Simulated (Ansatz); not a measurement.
Level of theory: Ansatz 0.2.0, DFT PBE, scalar-relativistic, plane waves, PAW. Settings: cutoff 420 eV, Γ-centred meshes spaced at most about 0.3 Å⁻¹ (2π included), Gaussian smearing. No spin polarisation in the final relaxations.

Temperature and zero-point effects are left out.

Compare these two cells of HfSnO4, each relaxed at this level.

A.

```
Hf Sn O
1.0
     3.42909   -3.45484    0.00000
     3.42909    3.45484    0.00000
     0.00000    0.00000    3.22763
Hf Sn O
1 1 4
Direct
  0.50000 0.50000 0.50000
  0.00000 0.00000 0.00000
  0.69435 0.69435 0.00000
  0.80564 0.19436 0.50000
  0.19436 0.80564 0.50000
  0.30565 0.30565 0.00000
```

B.

```
Hf Sn O
1.0
     3.59986    0.00000    0.00000
     0.00000    3.59986    0.00000
     0.00000    0.00000    5.42705
Hf Sn O
1 1 4
Direct
  0.00000 0.00000 0.00000
  0.50000 0.50000 0.50000
  0.00000 0.50000 0.68427
  0.50000 0.00000 0.82180
  0.50000 0.00000 0.31573
  0.00000 0.50000 0.17820
```

Question: Which would you expect to be lower, and how large is the difference?

Answer: A is lower, by 87 meV/atom. A has Hf and Sn ordered on rutile sites, space group Cmmm (No. 65), 12.7 Å³/atom and a gap of 2.16 eV on its mesh; B has Hf and Sn ordered on fluorite sites, space group P-4m2 (No. 115), 11.7 Å³/atom and a gap of 1.78 eV. Counting O atoms around Hf and Sn (those within 1.25 times the shortest such distance or 1.15 times the sum of covalent radii; a plus sign parts nearer from farther groups), A has Hf 6, Sn 6 and B has Hf 4+4, Sn 4+4. The lower one is the more open, so pressure narrows the difference. In A, Hf has 6 O at 2.09–2.11 Å; Sn is surrounded by 6 O at 2.10 Å; around O on a site of symmetry 2mm lie 2 Hf at 2.09 Å and 1 Sn at 2.10 Å; 1 more site not described. In B, Hf is surrounded by 4 O at 2.04 Å and 4 O at 2.49 Å; around Sn lie 4 O at 2.06 Å and 4 O at 2.51 Å; O on its first site has 2 Sn at 2.06 Å and 2 Hf at 2.49 Å; 1 more site not described. Both come from invented guesses.

These runs have no spin–orbit coupling, which can matter for Hf. Kohn–Sham gaps at this level usually fall short of measured ones. With atoms moved at random, Cmmm came back. Other cells relaxed within their symmetry can be saddle points.
